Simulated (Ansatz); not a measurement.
Starting cell, ZnCu (CsCl type):

```
ZnCu
1.0
    5.83761     0.00000     0.00000
    0.00000     2.91880     0.00000
    0.00000     0.00000     2.91880
Zn Cu
2 2
Cartesian
  0.00000   0.00000   0.00000
  2.91880   0.00000   0.00000
  1.45940   1.45940   1.45940
  4.37820   1.45940   1.45940
```

The atoms are displaced by Q × the pattern below (from a DFPT mode at X = (0.5, 0.0, 0.0), largest move 1; Q in Å), at fixed cell. (q is in reciprocal vectors of the primitive cell; the cell shown is doubled to hold the pattern.)

| atom | x | y | z |
|---|---|---|---|
| Cu3 | 1.000 | 0.000 | 0.000 |
| Cu4 | -1.000 | 0.000 | 0.000 |

Atoms not listed stay in place.

These are r2SCAN (plane waves to 500 eV, PAW, scalar-relativistic; Ansatz, a quantum-chemistry and plane-wave program) values and carry that method's errors. k mesh 8×16×16 (Γ-centred), Fermi-Dirac smearing 0.05 eV. The energy includes the smearing's −TS. With partly filled bands, energies and forces of such displacements shift with the k mesh and the smearing. ZnCu is run without spin polarisation. ZnCu was relaxed with its symmetry unable to fall. The zero of ΔE is the undisplaced structure. The last digit holds for this mesh only.

```csv
Q (Å),ΔE (meV/cell)
-0.1000,withheld
-0.0833,42.6
-0.0667,27.1
-0.0500,15.2
-0.0333,6.7
-0.0167,1.7
0.0000,0.0
0.0167,1.7
0.0333,6.7
0.0500,15.2
0.0667,27.1
0.0833,42.6
0.1000,withheld
```

Task: Fit an even polynomial form (powers 2, 4) to the given rows and predict ΔE at Q = 0.1000.

Result: Least squares on the 11 given rows: ΔE = (6028)·Q² + (15850)·Q⁴, in meV/cell with Q in Å; root-mean-square residual 0.02 meV/cell. At 0.1000 the fit gives 61.9 meV/cell; the calculation gives 61.9 meV/cell, the same to the digits shown. The quadratic term alone would give 60.3 meV/cell.

(A displaced cell: forces are minus the slopes of the energy, force constants its curvatures, and phonons follow from these.)
